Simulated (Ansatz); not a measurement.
How much do the gradients of MgMnCd6O8 depend on the method?

Cell: a computed structure from the Materials Project (it need not be an observed phase), atoms as given.

Space group Fm-3m (No. 225); a = 9.4215 Å.

```
site  Wyckoff  site symmetry       x       y       z
  Mg       4b           m-3m  0.5000  0.5000  0.5000
  Mn       4a           m-3m  0.0000  0.0000  0.0000
  Cd      24d           m.mm  0.0000  0.2500  0.2500
  O9      24e           4m.m  0.2550  0.5000  0.5000
 O10       8c           -43m  0.2500  0.2500  0.2500
```

One atom of each set is listed; the run and its k-mesh use a cell of 16 atoms with edges of 6.66, 6.66, 6.66 Å.

First run. Method: Kohn–Sham DFT in Ansatz, PBE, plane waves and PAW, scalar-relativistic, collinear spin, 420 eV cutoff, Γ-centred 6×6×6 k-points, Fermi–Dirac smearing 0.05 eV. Start moments as typed (μB): 5 on each Mn, none on the rest.

```tsv
site	V_zz (10²¹ V/m²)	η	m (μB)
Mn	0.00	–	4.33
Cd	-0.72	0.68	0.00
O9	-1.24	0.00	0.03
```

Second run. The same atoms and settings, except that a Hubbard term is added (U = 4.9 eV on Mn d).

**Question.** What does the second run give?

**Answer.** 

```tsv
site	V_zz	η	change of V_zz	m (μB)
Mn	0.00	–	0.00	4.46
Cd	-0.82	0.66	-0.10	0.00
O9	-1.51	0.00	-0.27	0.01
```

The largest change of V_zz is on O9, from -1.24 to -1.51. Other sites without a gradient aren't listed.

The run finds no gap above 0.1 eV (a metal, or nearly one), so the gradients can move by 10 % or more with the k-mesh. Without spin–orbit coupling (the program notes it for Cd) the gradients can shift somewhat, as the gap is small. All moments are parallel here, as the start or the cell imposes; many such compounds order antiparallel, where fields and spin densities carried over to other atoms largely cancel. The magnetic order is the one that the run reached from its start moments, not necessarily the measured one.
For the first run: Semilocal functionals can leave a metal where correlation in the d or f shell opens a gap in the real compound, and that would change the values at and beside Mn.
For the second run: Semilocal functionals make gaps too small and can close them, so the real compound need not be a metal.
